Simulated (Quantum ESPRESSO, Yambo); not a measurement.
**G0W0 results for WO₃**

WO$_{3}$ is modelled in the cubic space group Pm-3m (No. 221), the ReO3 type structure, Pearson symbol cP4. Conventional cell: a = b = c = 3.769 Å, α = β = γ = 90.00°. O on 3d is surrounded by 2 W at 1.884 Å (linear). W on 1a sees 6 O at 1.884 Å (octahedral). (Neighbours: up to the widest gap in distance over summed covalent radii, below 1.35, at either atom; cation-cation contacts left out.)

Cell and atoms were relaxed with LDA from Materials Project entry mp-19390, within its symmetry.

Starting point: LDA (Quantum ESPRESSO, PseudoDojo norm-conserving, 84 Ry, without SOC). G0W0 in Yambo: 4×4×4 Γ-centred k mesh, bands 2 to 129 and a 10 Ry block in the screening, 129 bands in G with the Bruneval-Gonze terminator, plasmon pole fitted at 27.2 eV.

```
Property                                         Result
----------------------------------------------  -------
LDA gap along the band path                     0.58 eV
LDA gap between the mesh's edge points (R → Γ)  0.58 eV
G0W0 gap between the same points                1.59 eV
LDA smallest direct gap on the mesh (at Γ)      1.66 eV
G0W0 direct gap at that point                   2.77 eV
```

```csv
k point,band,E LDA (eV),E QP (eV),shift (eV),Z
Γ,VB,-1.07,-1.37,-0.30,0.76
Γ,CB,0.58,1.39,0.81,0.81
R,VB,0.00,-0.20,-0.20,0.75
R,CB,5.72,6.70,0.98,0.75
```

Energies count from the LDA valence-band maximum.

Nearest settings tried, and what they do to the gap: 99 bands in W, 99 bands in G: +22 meV; 8 Ry block (171 vectors against 203): -1 meV; 2×2×2 mesh: -51 meV. So the settings aren't converged at that level.

Spin-orbit coupling is left out, which matters for elements this heavy: edges can move by tenths of an eV. The cell is held in this high symmetry; tilts and polar distortions were not searched.

The structure is a Materials Project entry; no match was found in the copy of COD used, and its stability was not checked.
